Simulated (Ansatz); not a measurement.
# Which element?

Cell vectors (Å):

```
 3.0564  0.0000  0.0000
-1.5282  2.6469  0.0000
 0.0000  0.0000  5.0159
```

| atom | a | b | c |
| --- | --- | --- | --- |
| Si | 0.3333 | 0.6667 | 0.0046 |
| Si | 0.6667 | 0.3333 | 0.5046 |
| X | 0.3333 | 0.6667 | 0.3804 |
| X | 0.6667 | 0.3333 | 0.8804 |

Computed with LDA, all-electron LAPW in Ansatz 0.2.0, scalar-relativistic. k mesh 8×8×4, fine mesh 12×12×8, fixed occupations, lines of 0.25 eV.

Independent-particle optical response of a crystal from Kohn-Sham bands on the fine mesh, no local fields or excitons; Cartesian axes as in the cell vectors.

```
Fine mesh              : 12, 12, 8
Line width             : 0.25 eV
Further gaussian width : 0.3 eV
```

| photon energy (eV) | dielectric imag xx |
| --- | --- |
| 1.2 | 0 |
| 2.4 | 0 |
| 3.6 | 0 |
| 4.8 | 1.37 |
| 6 | 15.09 |
| 7.2 | 15.94 |
| 8.4 | 12.09 |
| 9.6 | 7.31 |
| 10.8 | 4.81 |
| 12 | 2.86 |
| 13.2 | 1.9 |
| 14.4 | 1.37 |
| 15.6 | 0.92 |
| 16.8 | 0.61 |
| 18 | 0.42 |
| 19.2 | 0.36 |
| 20.4 | 0.22 |
| 21.6 | 0.19 |
| 22.8 | 0.21 |
| 24 | 0.23 |
| 25.2 | 0.21 |
| 26.4 | 0.16 |
| 27.6 | 0.15 |
| 28.8 | 0.14 |
| 30 | 0.15 |

Q: All X atoms are one element. Which one was computed?

A: C; the crystal is SiC (P6_3mc).

Known limits: semilocal gaps are low, and what follows the gap (onsets, screening, light masses) shifts with it; spectra summed at the mesh points alone.
